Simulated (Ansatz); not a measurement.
CaP$_{3}$ in space group P-1 (No. 2; Ca on 2i, P on 2i, P on 2i, P on 2i), the program Ansatz at the r²SCAN level (PAW), all energies at zero smearing, with the estimated change up to a 700 eV cutoff added, with one set of potentials and settings (totals compare only within such a set). Cell of 8 atoms (2 Ca, 6 P): -8204.363 eV.

```json
[
 {"element": "Ca", "reference phase": "Fm-3m, 1 atoms in the cell", "E (eV/atom)": "-1821.6752"},
 {"element": "P", "reference phase": "Cmce, 4 atoms in the cell", "E (eV/atom)": "-759.1646"}
]
```

Formation energy per atom, worked out: (-8204.363 − 2×(-1821.6752) − 6×(-759.1646))/8 = -0.753 eV/atom (-73 kJ per mol of atoms), at 0 K, without zero-point energy or fitted corrections.

The first step of the workflow began from a Materials Project structure, measured or hypothetical; the Crystallography Open Database copy checked does not list it. Whether it is the stable phase at ambient conditions was not checked. Symmetry was held in the r²SCAN relaxation; its stability against distortions is not shown here. The references are the lowest solids computed at this level, not always the standard phases.

Potentials: the later of the program's two PAW sets.
